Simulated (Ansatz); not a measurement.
HfC (rock salt)

```yaml
crystal:
  lattice:
    - [0.00000, 2.30362, 2.30362]
    - [2.30362, 0.00000, 2.30362]
    - [2.30362, 2.30362, 0.00000]
  atoms:
    - { symbol: C, position: [0.00000, 0.00000, 0.00000] }
    - { symbol: Hf, position: [0.50000, 0.50000, 0.50000] }
```

The slice is a {100} plane (indices of the conventional cell) through the point (0.000, 0.000, 0.000) (fractional), spanned by u = [100] and v = [0 1 -1] in vectors of this cell: u (3.26 Å) and v (3.26 Å, at 90° to u). It covers one period; positions are fractions (u, v).

Level of theory: PBEsol (plane waves to 420 eV, PAW, scalar-relativistic; Ansatz, a quantum-chemistry and plane-wave program). k mesh 17×17×17. Inside the PAW spheres the values are not all-electron values, and peaks at nuclei hang on which shells count as valence. HfC is run without spin polarisation. HfC was relaxed with its symmetry unable to fall. Spin-orbit coupling is left out, though Hf is heavy.

**Question.** What is the ELF at the density minimum of the shortest C–Hf line in this plane (2.30 Å)?

**Answer.** 0.3.

**Question.** Predict the map of the electron localisation function (ELF) on the slice.

**Answer.** 
```
|xxxxxxxx%%@@@@%%**==::......::==**%%@@@@%%xxxxxx|
|xxxxxxxx@@@@@@##++--..      ..--++##@@@@@@xxxxxx|
|xxxxxx%%@@@@##++--..          ..--++##@@@@%%xxxx|
|%%%%@@@@@@%%++--..              ..--++%%@@@@@@%%|
|@@@@@@@@%%++--........::::::........--++%%@@@@@@|
|@@@@@@##++--....::--==++**++==--::....--++##@@@@|
|%%%%##++--....::==**##%%%%%%##**==::....--++##%%|
|##**++--....::==##%%@@@@@@@@@@%%##==::....--++**|
|++==--..  ..--**%%@@xxxxxxxxxx@@%%**--..  ..--==|
|--::..    ..==##@@xxxxxxxxxxxxxx@@##==..    ..::|
|....      ::++%%@@xxxxxxxxxxxxxx@@%%++::      ..|
|....      ::**%%@@xxxxxxxxxxxxxx@@%%**::      ..|
|....      ::++%%@@xxxxxxxxxxxxxx@@%%++::      ..|
|--::..    ..==##@@xxxxxxxxxxxxxx@@##==..    ..::|
|++==--..  ..--**%%@@xxxxxxxxxx@@%%**--..  ..--==|
|##**++--....::==##%%@@@@@@@@@@%%##==::....--++**|
|%%%%##++--....::==**##%%%%%%##**==::....--++##%%|
|@@@@@@##++--....::--==++**++==--::....--++##@@@@|
|@@@@@@@@%%++--........::::::........--++%%@@@@@@|
|%%%%@@@@@@%%++--..              ..--++%%@@@@@@%%|
|xxxxxx%%@@@@##++--..          ..--++##@@@@%%xxxx|
|xxxxxxxx@@@@@@##++--..      ..--++##@@@@@@xxxxxx|
|xxxxxxxx%%@@@@%%**==::......::==**%%@@@@%%xxxxxx|
|xxxxxxxx%%@@@@%%##++--......--++##%%@@@@%%xxxxxx|
```
Scale: ten equal steps from 0.10 (start of ' ') to 0.83 (end of '@'), in the order ' .:-=+*#%@'. Values: electron localisation function (ELF). The map has 24 points along u (two characters each, u = 0 at the left) and 24 along v (v = 0 in the bottom row). Points within 0.5 Å of a nucleus are blanked (x), as the pseudised field means little there.
